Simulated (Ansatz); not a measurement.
La$_{3}$Ge$_{4}$Pd$_{4}$:
```cif
data_Ge8La6Pd8
_chemical_formula_sum 'La6 Ge8 Pd8'
_space_group_name_H-M_alt 'Immm'
_space_group_IT_number 71
_space_group_name_Hall '-I 2 2'
_cell_length_a 4.25478
_cell_length_b 4.39665
_cell_length_c 25.15440
_cell_angle_alpha 90.000
_cell_angle_beta 90.000
_cell_angle_gamma 90.000
loop_
_space_group_symop_operation_xyz
  'x, y, z'
  '-x, -y, -z'
  '-x, -y, z'
  'x, y, -z'
  'x, -y, -z'
  '-x, y, z'
  '-x, y, -z'
  'x, -y, z'
  'x+1/2, y+1/2, z+1/2'
  '-x+1/2, -y+1/2, -z+1/2'
  '-x+1/2, -y+1/2, z+1/2'
  'x+1/2, y+1/2, -z+1/2'
  'x+1/2, -y+1/2, -z+1/2'
  '-x+1/2, y+1/2, z+1/2'
  '-x+1/2, y+1/2, -z+1/2'
  'x+1/2, -y+1/2, z+1/2'
loop_
_atom_site_label
_atom_site_type_symbol
_atom_site_symmetry_multiplicity
_atom_site_Wyckoff_symbol
_atom_site_fract_x
_atom_site_fract_y
_atom_site_fract_z
_atom_site_occupancy
La1 La 4 j 0.00000 0.50000 0.14805 1
La2 La 2 a 0.00000 0.00000 0.00000 1
Ge1 Ge 4 i 0.00000 0.00000 0.44997 1
Ge2 Ge 4 j 0.50000 0.00000 0.19707 1
Pd1 Pd 4 j 0.50000 0.00000 0.09756 1
Pd2 Pd 4 i 0.00000 0.00000 0.24946 1
```
(The calculation used a cell of 11 atoms; values per cell refer to that cell.)

Relaxed with r²SCAN.

Task: Which orbitals make up the states near the Fermi level in plane-wave PAW r²SCAN (Ansatz code)?

Result: Within 0.5 eV of the Fermi level: La 5d 35 %, Ge 4p 34 %, Pd 4d 19 %. Projections are on Löwdin-orthogonalised atomic valence shells; empty p or d shells of many metals are not among them.

Task: Tabulate the density of states.

Result: States/eV per cell of 11 atoms, in 0.25 eV bins, energy from the Fermi level.

```
E (eV)  total  Pd 4d  La 4f  Ge 4p
------  -----  -----  -----  -----
-7.85    3.88   0.45   0.02   0.47
-7.60    2.68   0.32   0.02   0.27
-7.35    0.84   0.11   0.01   0.08
-7.10    0.00   0.00   0.00   0.00
-6.85    0.00   0.00   0.00   0.00
-6.60    0.00   0.00   0.00   0.00
-6.35    0.00   0.00   0.00   0.00
-6.10    0.00   0.00   0.00   0.00
-5.85    0.00   0.00   0.00   0.00
-5.60    0.04   0.02   0.00   0.01
-5.35    4.75   2.40   0.01   1.66
-5.10    4.99   2.54   0.01   1.72
-4.85    8.27   4.80   0.03   2.41
-4.60   10.69   6.60   0.03   2.91
-4.35   13.17   8.41   0.04   3.40
-4.10   13.00   9.12   0.05   2.74
-3.85   16.45  12.40   0.06   2.59
-3.60   20.46  16.69   0.09   2.02
-3.35   23.26  20.11   0.12   1.38
-3.10   25.61  22.56   0.14   1.24
-2.85   16.20  13.53   0.07   0.97
-2.60    9.15   6.58   0.06   1.04
-2.35    7.48   4.05   0.08   1.70
-2.10    4.95   2.05   0.06   1.55
-1.85    4.60   1.67   0.07   1.64
-1.60    5.84   1.72   0.09   2.35
-1.35    5.24   1.35   0.11   2.22
-1.10    6.10   1.35   0.14   2.75
-0.85    7.67   1.65   0.19   3.36
-0.60    6.92   2.00   0.17   2.71
-0.35    6.96   1.54   0.23   2.73
-0.10    7.04   1.33   0.27   2.50
0.15     6.45   1.08   0.29   1.97
0.40     6.49   1.02   0.37   1.80
0.65     4.82   0.63   0.40   1.15
0.90     5.01   0.50   0.52   0.81
1.15     3.81   0.42   0.50   0.49
1.40     4.90   0.52   0.93   0.59
1.65     3.36   0.27   1.16   0.41
1.90     8.84   0.43   5.10   0.76
2.15    23.16   0.53  18.22   0.67
2.40    86.13   0.75  80.11   0.54
```

The first step of the workflow began from a Materials Project structure, measured or hypothetical; the Crystallography Open Database copy checked does not list it. Its standing as an ambient phase is unchecked. The r²SCAN relaxation kept the symmetry of its start; its stability against distortions is not shown here. The run is not spin-polarised. Spin–orbit coupling is left out wherever it is not named.

Potentials: the later of the program's two PAW sets.
